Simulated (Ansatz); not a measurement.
**Phases of Cd at 35 GPa**

Structure types of Cd are relaxed in primitive cells with their symmetry kept at 35 GPa, first on PAW files, then by LAPW. The enthalpy is E + pV at zero temperature, without zero-point motion. Only the types listed were tried, and differences under about 5 meV/atom are mesh noise.

Level of theory: DFT with LDA, scalar-relativistic, in Ansatz 0.2.0; Fermi–Dirac smearing of 0.08 eV, no spin polarisation. LAPW: all electrons, basis error target 0.5 meV/atom; PAW: frozen-core files, cutoff 420 eV.

k meshes: fcc 17×17×17, bcc 17×17×17, hcp 16×16×9, diamond 12×12×12, simple hexagonal 16×16×15, beta tin 16×16×16.

The PAW files were made under PBE.

| start type | ends as | a, b, c (Å) | V (Å³/atom) | H − H(lowest), LAPW (meV/atom) |
| --- | --- | --- | --- | --- |
| fcc | fcc, Fm-3m | 3.962, 3.962, 3.962 | 15.55 | ? |
| bcc | bcc, Im-3m | 3.151, 3.151, 3.151 | 15.64 | 131.4 |
| hcp | hcp, P6_3/mmc | 2.800, 2.800, 4.550 | 15.45 | 0.0 |
| diamond | diamond, Fd-3m | 5.527, 5.527, 5.527 | 21.11 | 2102.8 |
| simple hexagonal | simple hexagonal, P6/mmm | 2.672, 2.672, 2.675 | 16.55 | 411.1 |
| beta tin | beta tin, I4_1/amd | 5.085, 5.085, 2.589 | 16.74 | ? |

Give the missing entry: row "fcc", column "H − H(lowest), LAPW (meV/atom)".

33.0.

Give the missing entry: row "beta tin", column "H − H(lowest), LAPW (meV/atom)".

509.9.

Split the lead of hcp over fcc into energy and pV.

For fcc less hcp: ΔE = +10.2 meV/atom, and p·ΔV = 35 GPa × +0.1044 Å³ × 6.242 meV/(GPa·Å³) = +22.8 meV/atom, together 33.0 meV/atom. hcp wins on both counts.
